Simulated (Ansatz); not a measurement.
Ru (hcp (Mg type), P6_3/mmc) at seven volumes, r²SCAN (plane waves, PAW; program Ansatz), shape and atoms relaxed at each. One row is withheld.

```json
[
 {"V (Å³/atom)": "12.298", "P (GPa)": "40.00"},
 {"V (Å³/atom)": "12.703", "P (GPa)": "24.29"},
 {"V (Å³/atom)": "13.109", "P (GPa)": "11.09"},
 {"V (Å³/atom)": "13.514", "P (GPa)": "-0.01"},
 {"V (Å³/atom)": "13.920", "P (GPa)": "-9.31"},
 {"V (Å³/atom)": "14.325", "P (GPa)": "-17.11"},
 {"V (Å³/atom)": "14.730", "P (GPa)": "?"}
]
```

Question: Fit the shown pressures and predict the withheld one.

Answer: P = (3/2)B₀(x^(7/2) − x^(5/2))[1 + (3/4)(B′ − 4)(x − 1)] with x = (V₀/V)^(2/3). Least squares on the six rows gives V₀ = 13.514 Å³/atom, B₀ = 338 GPa, B′ = 4.81. At V = 14.730, x = 0.9442 and P = -23.68 GPa. The run itself gave -23.62 GPa.

The r²SCAN relaxation kept the symmetry of its start. No spin polarisation was allowed.

Potentials: the earlier of the program's two PAW sets.
